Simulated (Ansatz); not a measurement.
Input and command of a calculation in Ansatz (plane waves; scalar-relativistic PAW potentials unless the input names others):

```yaml
crystal:
  lattice:
    - [4.5102321665, 0.0, 0.0]
    - [0.0, 4.5102321665, 0.0]
    - [0.0, 0.0, 5.6254626836]
  atoms:
    - { symbol: Ru, position: [0.5, 0.5, 0.5257095354] }
    - { symbol: Pd, position: [0.0, 0.0, 0.2587026563] }
    - { symbol: S, position: [0.5, 0.5, 0.900284422] }
    - { symbol: S, position: [0.0, 0.5, 0.3876516931] }
    - { symbol: S, position: [0.5, 0.0, 0.3876516931] }
basis:
  ecutwfc: 420
kpoints:
  mp_grid: { grid: [4, 4, 4] }
hamiltonian:
  xc: pbe
  dispersion: d3bjatm
scf:
  occupations: { method: gaussian, width: 0.1 }
  mixing: { preconditioner: local_kerker }
output:
  forces: true
  eigenvalues: true
  stress: true
```

```bash
ansatz run input.yaml --threads 1 --pin off --max-ram 2560MiB --backend cpu --events-out ev --progress --plain --runs-dir out
```

Abridged log:
```
Pseudopotentials: kind: paw
Pseudopotential: Ru, paw, valence charge 16, recommended cutoff 420 eV (normal)
Pseudopotential: Pd, paw, valence charge 18, recommended cutoff 420 eV (normal)
Pseudopotential: S, paw, valence charge 6, recommended cutoff 420 eV (normal)
Functional definition: PBE
Crystal: 5 atoms, lattice volume = 114.434 Å³
Basis set: ecut = 420 eV, 2235 PW (Γ), exchange–correlation on 64×64×80 points (8 copies of the dense FFT grid, shifted against one another)
Bands: 32, of which v1, the nominal top of the filled ones, is band 26 counted from 1 (25 counted from 0)
Symmetry: 8 space group operations
Space group: P4mm (ITA 99), of the structure as read, at distance tolerance 4.9e-5 Å
k-points: 18 of 64 (time reversal used)
Initial density: superposition of atomic densities (neutral atoms: chi_scale 0, normalization atom), corrected by the library's trained network
Initial wavefunctions: pseudopotential atomic-orbital guess
Functional: x = pbe(κ = 0.804, μ = 0.21951497), c = pbe(β = 0.06672455)
SCF iter   1: F=—  HF=-15558.719167 eV  |F-HF|=—  |Δ(HF+E_count)|=         —  Δρ=1.47e-2  dr2=4.77e-1  ethr=1.77e-3  ⟨swp⟩=6.0  Hψ=2457  notcnv=0
SCF iter   2: F=—  HF=-15558.758983 eV  |F-HF|=—  |Δ(HF+E_count)|=   3.98e-2  Δρ=2.41e-2  dr2=1.18e0  ethr=9.18e-4  ⟨swp⟩=2.3  Hψ=917  notcnv=0  defer=19  recentre
SCF iter   3: F=—  HF=-15558.688024 eV  |F-HF|=—  |Δ(HF+E_count)|=   7.10e-2  Δρ=4.40e-3  dr2=3.44e-2  ethr=9.18e-4  ⟨swp⟩=2.0  Hψ=656  notcnv=0  defer=19
SCF iter   4: F=—  HF=-15558.687904 eV  |F-HF|=—  |Δ(HF+E_count)|=   1.20e-4  Δρ=1.69e-3  dr2=4.11e-3  ethr=6.61e-5  ⟨swp⟩=1.1  Hψ=702  notcnv=0  defer=15
SCF iter   5: F=—  HF=-15558.688132 eV  |F-HF|=—  |Δ(HF+E_count)|=   2.28e-4  Δρ=7.02e-4  dr2=9.27e-4  ethr=7.91e-6  ⟨swp⟩=1.0  Hψ=578  notcnv=0  defer=14
SCF iter   6: F=—  HF=-15558.688102 eV  |F-HF|=—  |Δ(HF+E_count)|=   3.09e-5  Δρ=1.49e-4  dr2=1.75e-5  ethr=1.78e-6  ⟨swp⟩=1.0  Hψ=558  notcnv=0  defer=14
SCF iter   7: F=—  HF=-15558.688369 eV  |F-HF|=—  |Δ(HF+E_count)|=   2.67e-4  Δρ=4.84e-5  dr2=3.96e-6  ethr=3.36e-8  ⟨swp⟩=2.0  Hψ=1009  notcnv=0  defer=14
SCF iter   8: F=-15558.688369 eV  HF=-15558.688369 eV  |F-HF|=1.27e-8  |Δ(HF+E_count)|=   5.16e-8  Δρ=9.17e-6  dr2=7.46e-8  ethr=1.92e-10  ⟨swp⟩=8.2  Hψ=2716  notcnv=0
SCF 1 converged in 8 iterations: F = -15558.688369 eV  dr2 = 7.46e-8
SCF converged after 8 iterations
Free energy (F): -15558.688369 eV
Harris-Foulkes:  -15558.688369 eV  (|F-HF|=1.27e-8)
Internal energy: -15558.629624 eV  (E = F + TS)
E sigma→0 (E₀):  -15558.658996 eV
Entropy (-TS):   -0.058745 eV (-11.749 meV/atom)
Fermi energy:    7.336716 eV
  E_disp       = -1.616299  (pairwise vdW)
--- Forces (eV/Å), atoms counted from 1 ---
  atom   1  Ru     0.00000000     0.00000000    -0.20512817
  atom   2  Pd     0.00000000     0.00000000    -0.13624304
  atom   3  S      0.00000000     0.00000000     0.07573635
  atom   4  S      0.00000000     0.00000000     0.13286401
  atom   5  S      0.00000000     0.00000000     0.13286401
--- Stress (GPa, compression-positive) ---
       -1.529922       0.000000       0.000000
        0.000000      -1.529922       0.000000
        0.000000       0.000000      -2.550576
  P = ⅓ Tr σ = -1.8701 GPa (-18.701 kbar)
```

Apart from outputs, empty bands and the relaxation, which only the reference makes, the input differs from a reference run on usual settings in hamiltonian.dispersion: not typed → "d3bjatm"; scf.mixing.preconditioner: not typed → "local_kerker"; kpoints.mp_grid.grid: [8, 8, 8] → [4, 4, 4]. The reference, at the same geometry, ended its own course with pressure -0.01 GPa, largest force 0.002 eV/Å, no gap on the mesh. This run converged in 8 SCF iterations with an energy at zero smearing 297 meV/atom below the reference's (the Hamiltonian itself differs), pressure -1.87 GPa, largest force 0.205 eV/Å, no gap on the mesh. Its k mesh is looser than usual. The Hamiltonian differs as well, so the change in the result can't be put down to that alone.

It took 9.7 s on 1 thread of Arm Neoverse N1, with other jobs on the host, peak memory 0.33 GiB.